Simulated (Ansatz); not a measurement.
The cell is an ordered 6-atom cell of Ga3AsP2 on the zincblende lattice (I-4m2); cell and atoms were relaxed with r2SCAN. Space group I-4m2 (No. 119), tetragonal; conventional cell a = 3.904 Å, c = 16.568 Å, 21.05 Å³ an atom. Around P lie 4 Ga at 2.37 Å; around Ga lie 4 P at 2.37 Å; around Ga lie 2 P at 2.37 Å and 2 As at 2.43 Å; around As lie 4 Ga at 2.43 Å.

```cif
data_structure
_symmetry_space_group_name_H-M 'I-4m2'
_symmetry_Int_Tables_number 119
_cell_length_a 3.9044
_cell_length_b 3.9044
_cell_length_c 16.5681
_cell_angle_alpha 90.000
_cell_angle_beta 90.000
_cell_angle_gamma 90.000
_cell_volume 252.57
loop_
_atom_site_label
_atom_site_type_symbol
_atom_site_symmetry_multiplicity
_atom_site_Wyckoff_symbol
_atom_site_fract_x
_atom_site_fract_y
_atom_site_fract_z
_atom_site_occupancy
P1 P 4 e 0.00000 0.00000 0.16854 1
Ga1 Ga 2 c 0.00000 0.50000 0.25000 1
Ga2 Ga 4 f 0.50000 0.00000 0.41279 1
As1 As 2 b 0.50000 0.50000 0.00000 1
```

3 runs of the plane-wave code Ansatz on this cell differ in the functional (and in the settings that go with it). Levels are in eV from each run's valence top; v1 is the last filled band, c1 the first empty one.

Run A, mean stress 0.0 GPa (compression positive):
```
point     v2     v1    c1    c2
    Γ   0.00   0.00  1.76  1.91
    X  -2.81  -2.80  1.81  2.02
    P  -3.03  -2.93  2.21  2.53
```

Run B, mean stress +2.6 GPa (compression positive):
```
point     v2     v1    c1    c2
    Γ   0.00   0.00  1.31  1.58
    X  -2.70  -2.69  1.55  1.74
    P  -2.91  -2.82  1.94  2.25
```

Run C, mean stress +0.6 GPa (compression positive):
```
point     v2     v1    c1    c2
    Γ   0.00   0.00  2.18  2.33
    X  -2.94  -2.93  2.16  2.45
    P  -3.17  -3.05  2.58  2.89
```

Problem. Match the runs to PBE, r2SCAN, HSE06.

Solution. A is r2SCAN, B is PBE, C is HSE06. In order of the gap: PBE 1.31, r2SCAN 1.74, HSE06 2.13 eV. The stress vanishes for r2SCAN, which relaxed the cell.

Spin-unpolarised throughout. Whether this structure exists isn't addressed.

The runs are scalar-relativistic, without spin-orbit coupling.

The program warns that its thresholds are loose for a hybrid's stress.
